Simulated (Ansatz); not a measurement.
# TiC, one cell by several methods

```
CELL_PARAMETERS angstrom
0.00000 2.16645 2.16645
2.16645 0.00000 2.16645
2.16645 2.16645 0.00000
ATOMIC_POSITIONS crystal
Ti 0.00000 0.00000 0.00000
C 0.50000 0.50000 0.50000
```

Atom numbers follow the list: Ti1, C2.

The conventional cell has a = 4.333 Å, b = 4.333 Å, c = 4.333 Å, α = 90.00°, β = 90.00°, γ = 90.00°. Around Ti (atom 1) lie 6 C at 2.17 Å. C (atom 2) has 6 Ti at 2.17 Å as nearest neighbours.

The structure comes from a relaxation in the same program, started in the rocksalt type, and has space group Fm-3m. Whether it is a known phase or the ground state wasn't checked.

Methods: DFT, PBE, PAW with Ansatz's default frozen-core files, scalar-relativistic (Ansatz 0.2.0); DFT, PBE, all-electron PAW with datasets made for the crystal, scalar-relativistic (Ansatz 0.2.0); DFT, PBE, all-electron LAPW, scalar-relativistic (Ansatz 0.2.0).

For PAW: a Γ-centred 14×14×14 k mesh, Fermi–Dirac smearing of 0.03 eV, cutoff 420 eV, no spin polarisation. The crystal-made all-electron datasets (AE datasets) take a cutoff of 340 eV at this cell. LAPW targets a basis error of 0.25 meV/atom. The Ansatz runs share mesh, smearing and spin set-up. Plane-wave (PAW) pressures include the program's estimate of the Pulay term.

Stress and pressure are positive in compression.

Levels count from the Fermi level.

| quantity | PAW | AE datasets | LAPW |
| --- | --- | --- | --- |
| pressure (GPa) | 0.00 | -0.03 | -0.03 |
| highest filled level at Γ (eV) | -12.394 | -12.391 | -12.391 |
| lowest empty level at Γ (eV) | 0.700 | 0.700 | 0.700 |
| highest filled level at W (eV) | -2.701 | -2.700 | -2.700 |
| lowest empty level at W (eV) | 2.796 | 2.796 | 2.796 |
| highest filled level at X (eV) | -0.036 | -0.036 | -0.036 |
| lowest empty level at X (eV) | 2.720 | 2.718 | 2.718 |
